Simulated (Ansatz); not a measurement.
# Step by step: Cr, 20 steps of 2.0 fs from 300 K

Level of theory: DFT, PBEsol, all-electron LAPW, scalar-relativistic in Ansatz 0.2.0.

Command: `ansatz run input.yaml --threads 2 --pin off --max-ram 6144MiB --backend cpu --events-out ev --progress --plain --runs-dir out` The run took 40 min on 2 threads of Intel(R) Xeon(R) Platinum 8375C CPU @ 2.90GHz (Ice Lake), with other jobs on the host, peak memory 1.1 GiB.

```yaml
crystal:
  lattice:
    - [5.428, 0.0, 0.0]
    - [-1.357, 2.3503929459, 0.0]
    - [0.0, 0.0, 4.41]
  atoms:
    - { symbol: Cr, position: [0.1666666666, 0.6666666667, 0.25], spin: 3.0 }
    - { symbol: Cr, position: [0.6666666666, 0.6666666667, 0.25], spin: 3.0 }
    - { symbol: Cr, position: [0.3333333334, 0.3333333333, 0.75], spin: 3.0 }
    - { symbol: Cr, position: [0.8333333334, 0.3333333333, 0.75], spin: 3.0 }
magnetization:
  spin_polarized: true
kpoints:
  mp_grid: { grid: [4, 8, 4] }
scf:
  occupations: { method: fermi_dirac, width: 0.08 }
hamiltonian:
  xc: pbesol
  pseudopotentials: { kind: all_electron, lapw: { basis_error: 0.001 } }
output:
  forces: true
  stress: true
md:
  timestep: 2.0
  n_steps: 20
  ensemble: nve
  temperature: 300
  initial_velocities: maxwell_boltzmann
  seed: 584760
```

The run is spin-polarised from parallel moments and ends with -0.03 μB in the cell; other orders may lie lower.

The cell comes from COD entry 9011574, which wasn't checked; take it as a given geometry. It is an old determination, and later ones may differ.

Each frame lists Cartesian positions (Å) and forces (eV/Å). Free energies count from the first step, -114266.1558 eV.

Step 0 (t = 0.0 fs): E = 0.0 meV, T = 300 K, conserved energy 0.0 meV

```
Cr    0.0000    1.5669    1.1025     0.374   0.216   0.000
Cr    2.7140    1.5669    1.1025     0.374   0.216   0.000
Cr    1.3570    0.7835    3.3075    -0.374  -0.216   0.000
Cr    4.0710    0.7835    3.3075    -0.374  -0.216   0.000
```

Step 1 (t = 2.0 fs): E = -1.6 meV, T = 304 K, conserved energy 0.0 meV

```
Cr   -0.0003    1.5651    1.1110     0.381   0.223  -0.044
Cr    2.7192    1.5646    1.0997     0.373   0.213  -0.010
Cr    1.3548    0.7865    3.3015    -0.379  -0.219   0.032
Cr    4.0683    0.7845    3.3077    -0.375  -0.217   0.022
```

Step 2 (t = 4.0 fs): E = -3.2 meV, T = 308 K, conserved energy 0.0 meV

```
Cr   -0.0004    1.5635    1.1195     0.388   0.230  -0.087
Cr    2.7246    1.5625    1.0969     0.373   0.210  -0.019
Cr    1.3524    0.7894    3.2956    -0.384  -0.222   0.063
Cr    4.0653    0.7854    3.3079    -0.376  -0.219   0.043
```

Step 3 (t = 6.0 fs): E = -4.9 meV, T = 313 K, conserved energy 0.0 meV

```
Cr   -0.0001    1.5620    1.1280     0.396   0.238  -0.129
Cr    2.7303    1.5605    1.0941     0.372   0.208  -0.028
Cr    1.3497    0.7922    3.2897    -0.390  -0.225   0.092
Cr    4.0621    0.7861    3.3082    -0.378  -0.221   0.064
```

Step 4 (t = 8.0 fs): E = -6.7 meV, T = 317 K, conserved energy 0.0 meV

```
Cr    0.0004    1.5607    1.1363     0.404   0.246  -0.170
Cr    2.7363    1.5586    1.0913     0.372   0.206  -0.036
Cr    1.3467    0.7947    3.2839    -0.397  -0.228   0.121
Cr    4.0586    0.7867    3.3085    -0.380  -0.224   0.085
```

Step 5 (t = 10.0 fs): E = -8.7 meV, T = 322 K, conserved energy 0.0 meV

```
Cr    0.0013    1.5596    1.1445     0.414   0.254  -0.209
Cr    2.7426    1.5569    1.0885     0.372   0.206  -0.043
Cr    1.3434    0.7971    3.2781    -0.403  -0.232   0.148
Cr    4.0548    0.7871    3.3088    -0.383  -0.228   0.104
```

Step 6 (t = 12.0 fs): E = -10.7 meV, T = 328 K, conserved energy 0.0 meV

```
Cr    0.0024    1.5587    1.1526     0.425   0.263  -0.246
Cr    2.7491    1.5554    1.0856     0.371   0.205  -0.049
Cr    1.3398    0.7994    3.2725    -0.411  -0.236   0.173
Cr    4.0507    0.7873    3.3093    -0.386  -0.232   0.122
```

Step 7 (t = 14.0 fs): E = -13.4 meV, T = 335 K, conserved energy 0.0 meV

```
Cr    0.0039    1.5580    1.1605     0.437   0.272  -0.280
Cr    2.7560    1.5540    1.0827     0.371   0.206  -0.054
Cr    1.3359    0.8014    3.2670    -0.418  -0.241   0.196
Cr    4.0463    0.7874    3.3098    -0.389  -0.237   0.138
```

Step 8 (t = 16.0 fs): E = -16.5 meV, T = 343 K, conserved energy 0.0 meV

```
Cr    0.0057    1.5574    1.1682     0.449   0.282  -0.312
Cr    2.7630    1.5528    1.0797     0.370   0.207  -0.058
Cr    1.3317    0.8033    3.2616    -0.426  -0.246   0.216
Cr    4.0416    0.7873    3.3104    -0.393  -0.243   0.153
```

Step 9 (t = 18.0 fs): E = -20.1 meV, T = 352 K, conserved energy 0.0 meV

```
Cr    0.0078    1.5571    1.1756     0.462   0.291  -0.340
Cr    2.7704    1.5517    1.0767     0.368   0.209  -0.060
Cr    1.3271    0.8050    3.2564    -0.435  -0.251   0.234
Cr    4.0367    0.7870    3.3112    -0.396  -0.249   0.167
```

Step 10 (t = 20.0 fs): E = -24.4 meV, T = 364 K, conserved energy 0.0 meV

```
Cr    0.0103    1.5570    1.1828     0.476   0.302  -0.366
Cr    2.7781    1.5508    1.0737     0.366   0.211  -0.062
Cr    1.3223    0.8065    3.2514    -0.443  -0.257   0.250
Cr    4.0314    0.7865    3.3121    -0.399  -0.256   0.178
```

Step 11 (t = 22.0 fs): E = -29.4 meV, T = 377 K, conserved energy +0.1 meV

```
Cr    0.0131    1.5571    1.1897     0.490   0.312  -0.388
Cr    2.7860    1.5500    1.0706     0.364   0.214  -0.062
Cr    1.3171    0.8078    3.2466    -0.452  -0.264   0.263
Cr    4.0259    0.7858    3.3131    -0.402  -0.263   0.188
```

Step 12 (t = 24.0 fs): E = -35.2 meV, T = 392 K, conserved energy +0.1 meV

```
Cr    0.0163    1.5575    1.1964     0.505   0.324  -0.408
Cr    2.7942    1.5494    1.0675     0.360   0.218  -0.061
Cr    1.3116    0.8089    3.2419    -0.461  -0.271   0.273
Cr    4.0200    0.7850    3.3142    -0.404  -0.271   0.195
```

Step 13 (t = 26.0 fs): E = -41.9 meV, T = 409 K, conserved energy +0.1 meV

```
Cr    0.0198    1.5581    1.2027     0.519   0.335  -0.424
Cr    2.8026    1.5490    1.0643     0.356   0.223  -0.059
Cr    1.3057    0.8098    3.2375    -0.469  -0.279   0.282
Cr    4.0139    0.7839    3.3155    -0.406  -0.279   0.201
```

Step 14 (t = 28.0 fs): E = -49.7 meV, T = 429 K, conserved energy +0.1 meV

```
Cr    0.0238    1.5589    1.2087     0.533   0.347  -0.438
Cr    2.8113    1.5487    1.0611     0.351   0.228  -0.055
Cr    1.2995    0.8105    3.2333    -0.477  -0.288   0.289
Cr    4.0074    0.7826    3.3169    -0.407  -0.287   0.205
```

Step 15 (t = 30.0 fs):

```
Cr    0.0281    1.5600    1.2144
Cr    2.8203    1.5486    1.0578
Cr    1.2929    0.8110    3.2293
Cr    4.0007    0.7812    3.3185
```

Step 16 (t = 32.0 fs): E = -68.5 meV, T = 478 K, conserved energy +0.1 meV

```
Cr    0.0329    1.5614    1.2197     0.561   0.372  -0.458
Cr    2.8295    1.5487    1.0545     0.337   0.242  -0.044
Cr    1.2860    0.8113    3.2255    -0.491  -0.309   0.297
Cr    3.9936    0.7794    3.3203    -0.406  -0.304   0.206
```

Step 17 (t = 34.0 fs): E = -79.6 meV, T = 506 K, conserved energy +0.1 meV

```
Cr    0.0380    1.5630    1.2248     0.573   0.385  -0.465
Cr    2.8390    1.5489    1.0512     0.329   0.250  -0.037
Cr    1.2787    0.8113    3.2219    -0.497  -0.322   0.299
Cr    3.9863    0.7775    3.3222    -0.405  -0.313   0.203
```

Step 18 (t = 36.0 fs): E = -91.7 meV, T = 538 K, conserved energy +0.1 meV

```
Cr    0.0436    1.5650    1.2294     0.585   0.397  -0.470
Cr    2.8488    1.5493    1.0478     0.320   0.260  -0.028
Cr    1.2710    0.8111    3.2185    -0.502  -0.335   0.300
Cr    3.9786    0.7754    3.3242    -0.402  -0.322   0.198
```

Step 19 (t = 38.0 fs): E = -105.1 meV, T = 572 K, conserved energy +0.1 meV

```
Cr    0.0496    1.5672    1.2337     0.595   0.410  -0.474
Cr    2.8587    1.5500    1.0445     0.310   0.270  -0.018
Cr    1.2630    0.8107    3.2154    -0.506  -0.350   0.301
Cr    3.9706    0.7730    3.3264    -0.399  -0.331   0.191
```

Step 20 (t = 40.0 fs): E = -119.8 meV, T = 610 K, conserved energy +0.1 meV

```
Cr    0.0561    1.5697    1.2377     0.604   0.423  -0.477
Cr    2.8689    1.5508    1.0411     0.299   0.282  -0.006
Cr    1.2546    0.8100    3.2125    -0.508  -0.365   0.301
Cr    3.9624    0.7703    3.3287    -0.395  -0.340   0.182
```

(1) Give the energy and forces of step 15.

(2) What is the mean temperature over the last 11 frames?

## Answers

(1) E = -58.5 meV, T = 452 K, conserved energy +0.1 meV
```
Cr    0.0281    1.5600    1.2144     0.547   0.359  -0.449
Cr    2.8203    1.5486    1.0578     0.344   0.235  -0.050
Cr    1.2929    0.8110    3.2293    -0.485  -0.298   0.294
Cr    4.0007    0.7812    3.3185    -0.407  -0.296   0.206
```

(2) 466 K; so short a run of so small a cell isn't equilibrated.
